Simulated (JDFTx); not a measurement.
## Mo(110) as an electrode

Mo(110) slab cut from bulk Mo (space group Im-3m, indices of the conventional cell, lattice of the Materials Project entry mp-129, not re-optimised): 6 atoms in 6 planes, a 1x1 cell of 7.09 Å² (|a| = 2.743, |b| = 2.743 Å), 11.0 Å between the outermost planes, cell height 27.2 Å, 8×8×1 k mesh, Fermi smearing 0.01 Ha, no spin polarisation.

Computed with a modified build of JDFTx: PBE, GBRV ultrasoft potentials, plane waves to 20/100 Ha. Outer atoms relaxed in vacuum, keeping the start's symmetry. The same nuclei were then put into each liquid, at zero charge and at set potentials or charges. Both faces are the same ideal termination; reconstructions, overlayers and chemisorbed solvent are outside this model. The electron chemical potential μ is absolute (zero in the bulk liquid) and is turned into a potential by U = −μ/e − 4.44 V vs SHE, a convention. Convergence in thickness and k mesh wasn't tested for this slab.

In vacuum the work function is 4.60 eV, which would put the uncharged electrode at 0.16 V vs SHE if the liquid did nothing. Each liquid moves the Fermi level of the neutral slab, now counted from the bulk liquid: CANDLE, water, 1 M NaCl by 0.38 eV, to a potential of zero charge of -0.22 V; linear PCM (GLSSA13), water, 1 M NaCl by 0.38 eV, to a potential of zero charge of -0.22 V. The models of water differ by 0.00 V among themselves.

Charging:

| liquid | U − U_pzc (V) | σ (μC/cm²) | σ/(U − U_pzc) (μF/cm²) | Δγ (mJ/m²) |
|---|---|---|---|---|
| CANDLE, water | 0.22 | 4.0 | 18 | -4 |
| CANDLE, water | 0.32 | 6.0 | 19 | -9 |
| CANDLE, water | 0.72 | 15.1 | 21 | -51 |
| CANDLE, water | 0.92 | 20.5 | 22 | -86 |
| linear PCM (GLSSA13), water | -0.28 | -5.7 | 20 | -8 |

The mean capacitance runs from 18 to 22 μF/cm². Δγ, the grand free energy per area against the neutral surface, is negative throughout, since charging at a held potential lowers it. The cavity function reaches one half at 3.4 Å (CANDLE, water), 2.8 Å (linear PCM (GLSSA13), water) above the top atoms; the models define their cavities differently. CANDLE's negatively charged runs are left out, as they depend on the cell height. No specific adsorption of ions or solvent is in these numbers.
